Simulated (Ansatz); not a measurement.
SiC:
```yaml
crystal:
  lattice:
    - [3.07776, 0.00000, 0.00000]
    - [-1.53888, 2.66541, 0.00000]
    - [0.00000, 0.00000, 10.07751]
  atoms:
    - { symbol: Si, position: [0.66667, 0.33333, 0.93784] }
    - { symbol: Si, position: [0.33333, 0.66667, 0.43784] }
    - { symbol: Si, position: [0.00000, 0.00000, 0.68789] }
    - { symbol: Si, position: [0.00000, 0.00000, 0.18789] }
    - { symbol: C, position: [0.66667, 0.33333, 0.74980] }
    - { symbol: C, position: [0.33333, 0.66667, 0.24980] }
    - { symbol: C, position: [0.00000, 0.00000, 0.50046] }
    - { symbol: C, position: [0.00000, 0.00000, 0.00046] }
```

Relaxed with r²SCAN.

Question: Give the optical modes at the zone centre with their infrared and Raman activity from DFPT, the program Ansatz at the r²SCAN level (PAW).

Answer: Transverse frequencies, without the LO–TO term; a row sums one degenerate level.

```
ω (cm⁻¹)  degeneracy  IR ((D/Å)²/amu)  Raman (Å⁴/amu)  activity  symmetry
--------  ----------  ---------------  --------------  --------  --------
200                2             0.00               0    silent        E2
207                2             0.00            0.78     Raman        E2
271                2             0.00             1.4     Raman        E1
404                1             0.00               0    silent        B1
412                1             0.00               0    silent        B1
613                1             0.16             1.3  IR+Raman        A1
769                2             0.10               0        IR        E1
779                2             0.00              59     Raman        E2
786                1            85.00              89  IR+Raman        A1
788                2             0.00            0.41     Raman        E2
801                2           159.85              35  IR+Raman        E1
845                1             0.37             1.5  IR+Raman        A1
920                1             0.00               0    silent        B1
929                1             0.00               0    silent        B1
```

Question: How high does the top mode go among those that the LO–TO term moves?

Answer: 978 cm⁻¹ for q along x, 978 cm⁻¹ for q along y, 971 cm⁻¹ for q along z.

Space group P6_3mc (4H polytype). Symmetry was held in the r²SCAN relaxation; phonons on a q-mesh show no instability.

Potentials: the earlier of the program's two PAW sets.
